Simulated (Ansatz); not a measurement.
MgSe:
```
CELL_PARAMETERS angstrom
      0.00000     2.75420     2.75420
      2.75420     0.00000     2.75420
      2.75420     2.75420     0.00000
ATOMIC_POSITIONS crystal
  Se 0.00000 0.00000 0.00000
  Mg 0.50000 0.50000 0.50000
```

PBE in the plane-wave PAW code Ansatz gives a gap of 1.77 eV without spin–orbit coupling, maximum at Γ, minimum at X.

### Question
What happens when spin–orbit coupling is switched on?

### Answer
The gap decreases by 0.14 eV, to 1.63 eV; maximum at Γ, minimum at X.

### Question
How large is the spin–orbit splitting of the valence top at Γ?

### Answer
The fourfold level lies 0.42 eV above the split-off pair.

### Question
Give the electron effective mass with spin–orbit coupling.

### Answer
0.24, 0.24, 0.48 mₑ (principal values).

### Question
Give the hole effective mass with spin–orbit coupling, band 1 of 2 at the edge.

### Answer
0.79 along [100], 1.6 along [110], 2.2 along [111] (mₑ).

### Question
Give the hole effective mass with spin–orbit coupling, band 2 of 2 at the edge.

### Answer
0.20 along [100], 0.18 along [110], 0.18 along [111] (mₑ).

Space group Fm-3m (rock salt). Symmetry was held in the PBE relaxation.

Potentials: the later of the program's two PAW sets.
